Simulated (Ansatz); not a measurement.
Consider the following.

ScAs:
Space group Fm-3m (No. 225); a = 5.411 Å, b = 5.411 Å, c = 5.411 Å, α = 90.00°, β = 90.00°, γ = 90.00°

```json
[
 {"atom": "As", "site": "4b", "symmetry": "m-3m", "x": "0.5000", "y": "0.5000", "z": "0.5000"},
 {"atom": "Sc", "site": "4a", "symmetry": "m-3m", "x": "0.0000", "y": "0.0000", "z": "0.0000"}
]
```
(The calculation used a cell of 2 atoms; values per cell refer to that cell.)

This is the PBEsol-relaxed structure.

**Question.** All from PBEsol in the plane-wave PAW code Ansatz, unless another level is named. Give the formation energy from the elements (no fitted shifts).

**Answer.** -1.42 eV/atom.

**Question.** Give the density of states at the Fermi level.

**Answer.** 0.13 states/eV per atom (mean over ±0.08 eV).

**Question.** Next, the gap with spin–orbit coupling?

**Answer.** none (metallic).

The workflow started from an entry of the Crystallography Open Database (COD). Its standing as an ambient phase is unchecked. The cell was relaxed with PBEsol under the symmetry of its start; whether a distortion lowers the energy is not shown. The run is not spin-polarised. The references are the lowest solids computed at this level, not always the standard phases. Spin–orbit coupling is left out wherever it is not named.

Potentials: the later of the program's two PAW sets.
